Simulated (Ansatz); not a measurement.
CaScO$_{2}$F:
```yaml
crystal:
  lattice:
    - [4.07597, 0.00000, 0.00000]
    - [0.00000, 4.07597, 0.00000]
    - [0.00000, 0.00000, 3.97517]
  atoms:
    - { symbol: Ca, position: [0.50000, 0.50000, 0.50000] }
    - { symbol: Sc, position: [0.00000, 0.00000, 0.00000] }
    - { symbol: O, position: [0.50000, 0.00000, 0.00000] }
    - { symbol: O, position: [0.00000, 0.50000, 0.00000] }
    - { symbol: F, position: [0.00000, 0.00000, 0.50000] }
```

Relaxed with r²SCAN. Special points in fractions of this cell's reciprocal vectors: Γ (0.000, 0.000, 0.000); X (0.000, 0.500, 0.000); M (0.500, 0.500, 0.000); Z (0.000, 0.000, 0.500); R (0.000, 0.500, 0.500); A (0.500, 0.500, 0.500).

**Question.** List the band energies nearest the valence-band maximum at these points for plane-wave PAW r²SCAN (Ansatz code).

**Answer.** In eV from the valence-band maximum; about four levels below and three above (degenerate sets whole), none deeper than 8.9 eV; points with the same levels are listed once.

```tsv
k	below	above
Γ	-1.77 -1.16 -0.45 -0.45	3.42 3.86 3.86
X	-2.09 -2.01 -1.75 -1.09	4.39 4.63 5.41
M	-3.19 -2.41 -2.41 -0.11	4.83 5.45 5.90 5.90
Z	-2.29 -2.29 -1.98 -0.52 -0.52	4.68 5.13 5.27 5.27
R	-2.08 -1.99 -1.73 -1.17	4.79 5.39 5.42
A	-3.17 -1.76 -1.76 0.00	4.49 5.16 5.16
```

Space group P4/mmm. The start of the workflow was typed in or built on a structure type; neither database checked (COD, Materials Project) lists it. Whether it is the stable phase at ambient conditions was not checked. The r²SCAN relaxation kept the symmetry of its start; whether a distortion lowers the energy is not shown. No spin polarisation was allowed.

Potentials: the earlier of the program's two PAW sets. The files were generated under PBE; for other functionals the program regenerates the frozen cores, and for LDA and PBEsol the local potential too.
